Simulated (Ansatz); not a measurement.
# NiCl$_{3}$ in Ansatz, relaxation

Input:

```yaml
crystal:
  lattice:
    - [3.120684, 5.405178, 0.0]
    - [-3.120684, 5.405178, 0.0]
    - [0.0, 0.0, 5.632304]
  atoms:
    - { symbol: Cl, position: [0.31, 0.69, 0.25] }
    - { symbol: Cl, position: [0.31, 0.0, 0.75] }
    - { symbol: Cl, position: [0.0, 0.31, 0.25] }
    - { symbol: Cl, position: [0.69, 0.31, 0.75] }
    - { symbol: Cl, position: [0.69, 0.0, 0.25] }
    - { symbol: Cl, position: [0.0, 0.69, 0.75] }
    - { symbol: Ni, position: [0.0, 0.0, 0.0] }
    - { symbol: Ni, position: [0.0, 0.0, 0.5] }
  symmetry: { tolerance: 0.0003 }
kpoints:
  mp_grid: { grid: [4, 4, 3], shift: [0, 0, 0] }
magnetization:
  spin_polarized: false
scf:
  occupations: { method: fermi_dirac }
  mixing: { preconditioner: resta }
hamiltonian:
  pseudopotentials: { kind: paw }
  xc: pbesol
basis:
  ecutwfc: 420
output:
  forces: true
  stress: true
  eigenvalues: true
relax:
  max_steps: 40
  cell: {}
accuracy: medium
```

Launch command:

```bash
ansatz run input.yaml --threads 1 --pin off --max-ram 2560MiB --backend cpu --events-out ev --progress --plain --runs-dir out
```

Origin of the cell: a known structure type with other elements, at an estimated volume, so it need not be a known compound.

The smearing width isn't typed, so it takes its default of 0.1 eV.

Output (shortened):

```
SCF iter   1: F=—  HF=-17977.606073 eV  Δρ=5.65e-3  dr2=6.27e-2  defer=4
SCF iter   2: F=—  HF=-17977.618463 eV  Δρ=1.39e-2  dr2=3.52e-1  defer=8
SCF iter   3: F=—  HF=-17977.621663 eV  Δρ=1.47e-2  dr2=3.82e-1  defer=8
SCF iter   4: F=—  HF=-17977.597080 eV  Δρ=7.07e-3  dr2=9.17e-2  defer=5
SCF iter   5: F=—  HF=-17977.589721 eV  Δρ=1.29e-3  dr2=2.34e-3  defer=4
SCF iter   6: F=—  HF=-17977.589583 eV  Δρ=1.27e-4  dr2=1.37e-5  defer=4
SCF iter   7: F=—  HF=-17977.589449 eV  Δρ=1.55e-5  dr2=4.19e-7  defer=4
SCF iter   8: F=—  HF=-17977.589449 eV  Δρ=8.77e-6  dr2=1.30e-7
SCF iter   9: F=-17977.589449 eV  HF=-17977.589449 eV  Δρ=1.33e-6  dr2=1.76e-9
relax step   1: F+E_penalty+E_count = -17977.589449 eV  Δ(F+E_penalty+E_count) = +0.000e0 eV  max|allowed force component| = 1.521e0 eV/Å  Δτ_max = 0.0000 Å  P = -7.194 GPa  Ω = 190.010 Å³  ( […]
relax step   2: F+E_penalty+E_count = -17978.348938 eV  Δ(F+E_penalty+E_count) = -7.595e-1 eV  max|allowed force component| = 5.657e-1 eV/Å  Δτ_max = 0.1026 Å  P = -2.965 GPa  Ω = 187.313 Å³ […]
relax step   3: F+E_penalty+E_count = -17978.434807 eV  Δ(F+E_penalty+E_count) = -8.587e-2 eV  max|allowed force component| = 2.430e-1 eV/Å  Δτ_max = 0.0490 Å  P = +0.935 GPa  Ω = 182.845 Å³ […]
relax step   4: F+E_penalty+E_count = -17978.449904 eV  Δ(F+E_penalty+E_count) = -1.510e-2 eV  max|allowed force component| = 1.722e-2 eV/Å  Δτ_max = 0.0301 Å  P = -0.177 GPa  Ω = 180.808 Å³ […]
relax step   5: F+E_penalty+E_count = -17978.451044 eV  Δ(F+E_penalty+E_count) = -1.140e-3 eV  max|allowed force component| = 7.208e-3 eV/Å  Δτ_max = 0.0079 Å  P = -0.079 GPa  Ω = 179.042 Å³ […]
relax step   6: F+E_penalty+E_count = -17978.451716 eV  Δ(F+E_penalty+E_count) = -6.722e-4 eV  max|allowed force component| = 1.902e-3 eV/Å  Δτ_max = 0.0125 Å  P = +0.027 GPa  Ω = 176.415 Å³ […]
relax step   7: F+E_penalty+E_count = -17978.450790 eV  Δ(F+E_penalty+E_count) = +9.261e-4 eV  max|allowed force component| = 1.968e-3 eV/Å  Δτ_max = 0.0000 Å  P = +0.032 GPa  Ω = 176.415 Å³  stress off target by 4.29e-2 GPa […]
SCF 7 converged in 7 iterations: F = -17978.450790 eV  dr2 = 1.32e-11
basis re-selected at this cell: Δ(F+E_penalty+E_count) = +9.261e-4 eV, ΔP = +0.005 GPa vs the last step (what re-selecting the basis moved, of the pressure what is left beyond the Pulay corre […]
SCF converged after 7 iterations
Free energy (F): -17978.450790 eV
Harris-Foulkes:  -17978.450790 eV  (|F-HF|=3.64e-12)
Internal energy: -17978.131556 eV  (E = F + TS)
E sigma→0 (E₀):  -17978.291173 eV
Entropy (-TS):   -0.319234 eV (-39.904 meV/atom)
Fermi energy:    4.138190 eV
--- Per-component energies (eV) ---
  E_band       = -1195.108931
  E_kinetic    = 1521.319950
  E_local      = -14683.183882  (includes V_loc(G=0)·N_el)
  E_nonlocal   = 1447.383382
  E_hartree    = 6241.296481
  E_xc         = -799.532650
  E_vxc        = -939.924561  (∫ρ·V_xc dr)
  E_paw        = -7036.597344  (= ΣΔE_a)
  E_vpaw       = -1023.297884  (= ΣTr[D̂ρ^β])
  E_aug_tail   = 0.001417  (compensation charges beyond the density's cutoff)
  E_ewald      = -4669.684081
  E_core_change = 0.865170  (= ΣΔE_core)
  E_smearing   = -0.319234  (= −TS)
  Σ components = -17978.450790   (vs F -17978.450790, Δ=0.00e0)
--- Forces (eV/Å), atoms counted from 1 ---
  atom   1  Cl     0.001968     0.000000    -0.000000
  atom   2  Cl     0.000984     0.001704     0.000000
  atom   3  Cl    -0.000984     0.001704    -0.000000
  atom   4  Cl    -0.001968     0.000000     0.000000
  atom   5  Cl    -0.000984    -0.001704    -0.000000
  atom   6  Cl     0.000984    -0.001704     0.000000
  atom   7  Ni    -0.000000    -0.000000    -0.000000
  atom   8  Ni     0.000000    -0.000000    -0.000000
  max |Σ_I F_I| component: 8.02e-18 eV/Å
--- Stress (GPa, compression-positive) ---
        0.027200       0.000000      -0.000000
        0.000000       0.027200       0.000000
       -0.000000       0.000000       0.042851
  P = ⅓ Tr σ = 0.0324 GPa (0.324 kbar)
--- Relaxed structure (6 steps of the walk, 6 accepted, 1 SCFs on fresh bases) ---
  F+E_penalty+E_count = -17978.450790 eV   max|allowed force component| = 1.968e-3 eV/Å   (the final SCF, on the basis selected at the relaxed cell)
  cell:  # Å, volume = 176.4146 Å³
    - [3.019864, 5.230558, 0.0]
    - [-3.019864, 5.230558, 0.0]
    - [0.0, 0.0, 5.584305]
  atoms:
    - { symbol: Cl, position: [0.293806, 0.706194, 0.250000] }
    - { symbol: Cl, position: [0.293806, 2.775e-17, 0.750000] }
    - { symbol: Cl, position: [2.775e-17, 0.293806, 0.250000] }
    - { symbol: Cl, position: [0.706194, 0.293806, 0.750000] }
    - { symbol: Cl, position: [0.706194, 5.551e-17, 0.250000] }
    - { symbol: Cl, position: [5.551e-17, 0.706194, 0.750000] }
    - { symbol: Ni, position: [0.0, -3.936e-19, 0.0] }
    - { symbol: Ni, position: [0.0, -3.936e-19, 0.500000] }
```

Caveats: no spin polarisation, so a magnetic state may lie lower; the k mesh is coarse if the cell is a metal; the relaxation held the start's symmetry, so the end may be a saddle point.

The run took 36 s on 1 thread of Arm Neoverse V1, with other jobs on the host, peak memory 0.43 GiB, from the program's own first density.
